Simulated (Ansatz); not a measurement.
Values for one crystal, relaxed and computed with the program Ansatz at the r²SCAN level (PAW); other levels are named.

Volume per atom: 15.94 Å³
Band gap: 6.35 eV (smallest direct gap 6.37 eV)
Highest zone-centre frequency (without LO–TO term): 1164 cm^-1
Electronic dielectric constant ε∞ (DFPT): 2.03 (xx = yy), 2.08 (zz)
HSE06 gap on the r²SCAN cell: 7.46 eV
Hole effective mass: 1.8, 6.7, 6.7 mₑ (principal values)
Zone-centre stability: no imaginary mode at Γ

Task: Which of these materials gives this?
A) SiC, zinc blende
B) Ga2O3, bixbyite
C) SiO2, R32 (Si on 9e, O on 9e, O on 9d)
D) MgO, P4_2/mnm (Mg on 4g, O on 4f)

Result: C, SiO2, R32 (Si on 9e, O on 9e, O on 9d)

The workflow started from a Materials Project entry (that database holds measured and hypothetical structures alike); the Crystallography Open Database copy checked does not list it. It is not the phase usual at ambient conditions (space group No. 92, 152, 154). The r²SCAN relaxation kept the symmetry of its start.

Potentials: the later of the program's two PAW sets.
